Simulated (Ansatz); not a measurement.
Phonons of CaPbF$_{6}$ (space group Fm-3m) at Γ, L = (0.5, 0.0, 0.0), X = (0.5, 0.5, 0.0).

CaPbF6 (space group Fm-3m)

```
CELL_PARAMETERS angstrom
      0.00000     4.24549     4.24549
      4.24549     0.00000     4.24549
      4.24549     4.24549     0.00000
ATOMIC_POSITIONS crystal
  Ca 0.50000 0.50000 0.50000
  Pb 0.00000 0.00000 0.00000
  F  0.75822 0.75822 0.24178
  F  0.24178 0.24178 0.75822
  F  0.24178 0.75822 0.75822
  F  0.75822 0.24178 0.24178
  F  0.75822 0.24178 0.75822
  F  0.24178 0.75822 0.24178
```

Calculation: LDA (plane waves to 420 eV, PAW, scalar-relativistic; Ansatz, a program for electronic structure). Harmonic phonons by density-functional perturbation theory on a 6×6×6 k mesh, in cm⁻¹; i marks imaginary ones, q is in fractions of the reciprocal vectors of the cell shown, and the three acoustic modes at Γ are left out. The non-analytic (LO-TO) term is not included, so polar modes at Γ have their transverse values. CaPbF6 was relaxed with its symmetry unable to fall. Spin-orbit coupling is left out, though Pb is heavy.

| q | wavenumbers (cm⁻¹) |
|---|---|
| Γ | 33i (×3), 96 (×3), 143 (×3), 180 (×3), 263 (×3), 458 (×2), 520 (×3), 590 |
| L = (0.5, 0.0, 0.0) | 34, 47 (×2), 77 (×2), 85, 101, 115 (×2), 162 (×2), 166 (×2), 170, 197, 237 (×2), 268, 460 (×2), 517 (×2), 589, 597 |
| X = (0.5, 0.5, 0.0) | 33i, 29 (×2), 51, 76 (×2), 103, 109 (×2), 142 (×2), 150 (×2), 156, 186, 273 (×2), 295, 458, 520 (×2), 521, 545, 581 |

The structure is unstable at this level: the lowest mode is 33i cm⁻¹ at X = (0.5, 0.5, 0.0).

Highest mode: 597 cm⁻¹ at L = (0.5, 0.0, 0.0).
